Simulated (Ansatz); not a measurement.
Polymorphs of ZrC, each relaxed with r²SCAN in the plane-wave PAW code Ansatz:

A: rock salt (Fm-3m)
a = 4.7114 Å, b = 4.7114 Å, c = 4.7114 Å, α = 90.00°, β = 90.00°, γ = 90.00°

```csv
atom,site,symmetry,x,y,z
Zr,4a,m-3m,0.0000,0.0000,0.0000
C,4b,m-3m,0.5000,0.5000,0.5000
```

B: NiAs type (P6_3/mmc)
a = b = 3.3648 Å, c = 5.3198 Å, α = β = 90.00°, γ = 120.00°

```tsv
atom	site	symmetry	x	y	z
Zr	2c	-6m2	0.3333	0.6667	0.2500
C	2a	-3m.	0.0000	0.0000	0.0000
```

**Question.** Rank these by energy per atom at 0 K (lowest first), as r²SCAN gives it.

**Answer.** A (+0 meV/atom), B (+200 meV/atom)

Not the usual ambient phase: B. All cells were relaxed under the symmetry of their starts (and spin orders); stability against distortions was not tested throughout. Rows with no word on spin ran without spin polarisation. Scalar-relativistic: spin–orbit coupling is off unless named, which matters more the heavier the elements.

Energies hold the estimated change up to a 700 eV cutoff; steps of a few meV lie near the error of the meshes.

Potentials: the later of the program's two PAW sets.
